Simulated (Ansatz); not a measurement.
TiSi$_{2}$:
Space group Fddd, origin choice 1 (No. 70); a = 4.8021 Å, b = 8.2647 Å, c = 8.5707 Å, α = 90.00°, β = 90.00°, γ = 90.00°

```tsv
atom	site	symmetry	x	y	z
Ti	8b	222	0.5000	0.5000	0.5000
Si	16f	.2.	0.0000	0.1627	0.0000
```
(The calculation used a cell of 6 atoms; values per cell refer to that cell.)

Relaxed at zero pressure with PBE in the plane-wave PAW code Ansatz.

Task: The volume is lowered by 9 % and shape and atoms relax at that volume. What pressure results, and how do the axes share the change?

Result: 16.2 GPa; a -3.2 %, b -3.6 %, c -2.4 %; the energy rises by 59 meV/atom.

Task: Give the new structure.

Result: 
Space group Fddd, origin choice 1 (No. 70); a = 4.6490 Å, b = 7.9633 Å, c = 8.3610 Å, α = β = γ = 90.00°

```json
[
 {"atom": "Ti", "site": "8b", "symmetry": "222", "x": "0.5000", "y": "0.5000", "z": "0.5000"},
 {"atom": "Si", "site": "16f", "symmetry": ".2.", "x": "0.0000", "y": "0.1633", "z": "0.0000"}
]
```

The phase is kept; no other phase was compared at this pressure.

Symmetry was held in the PBE relaxation. The run is not spin-polarised.

Potentials: the earlier of the program's two PAW sets.
